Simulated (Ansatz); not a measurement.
## Mg3Zn2S5: relaxed-ion elastic tensor

Computed with Ansatz, DFT PBE, scalar-relativistic, plane waves, PAW. Settings: 420 eV plane-wave cutoff, Γ-centred 10×10×10 mesh, fixed occupations. No spin polarisation.

Equilibrium structure at this level:
```yaml
crystal:
  lattice:
    - [-1.83202, 1.83202, 12.96001]
    - [1.83202, -1.83202, 12.96001]
    - [1.83202, 1.83202, -12.96001]
  atoms:
    - { symbol: Mg, position: [0.69902, 0.69902, 0.00000] }
    - { symbol: Mg, position: [0.30098, 0.30098, 0.00000] }
    - { symbol: Mg, position: [0.50000, 0.50000, 0.00000] }
    - { symbol: Zn, position: [0.90042, 0.90042, 0.00000] }
    - { symbol: Zn, position: [0.09958, 0.09958, 0.00000] }
    - { symbol: S, position: [0.80124, 0.80124, 0.00000] }
    - { symbol: S, position: [0.40038, 0.40038, 0.00000] }
    - { symbol: S, position: [0.00000, 0.00000, 0.00000] }
    - { symbol: S, position: [0.59962, 0.59962, 0.00000] }
    - { symbol: S, position: [0.19876, 0.19876, 0.00000] }
```

The structure comes from a generated guess, relaxed at this level; another structure or a mixture of phases may lie lower.

Q: Give the relaxed-ion elastic constants (GPa, Voigt order xx yy zz yz xz xy, on the Cartesian axes of the cell above).

A:
```
146.6  37.8  49.0   0.0   0.0   0.0
 37.8 146.6  49.0   0.0   0.0   0.0
 49.1  49.1 135.0   0.0   0.0   0.0
  0.0   0.0   0.0  52.6   0.0   0.0
  0.0   0.0   0.0   0.0  52.6   0.0
  0.0   0.0   0.0   0.0   0.0  44.1
```

Q: Is the crystal stable against homogeneous strain?

A: Yes: the least eigenvalue of the tensor is 44.1 GPa.

Q: And the moduli of a polycrystal (Hill averages)?

A: B = 78 GPa, G = 49 GPa, E = 122 GPa, ν = 0.24.
